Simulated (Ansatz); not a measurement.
A relaxed 1×1 slab of 5 planes, cut along (100) from a fcc crystal of one element, has a cell area of 7.52 Å² and a bulk spacing of 1.939 Å between its first planes. All-electron LAPW in Ansatz 0.2.0 (PBEsol, scalar-relativistic, no spin polarisation) gives γ = 1.93 J/m², Φ = 5.22 eV and a change of the outer spacing of -1.7 %. The fcc structure needn't be the element's own.

Problem. Which element is it?

Solution. Pd. This is the case that was computed; others weren't tested.
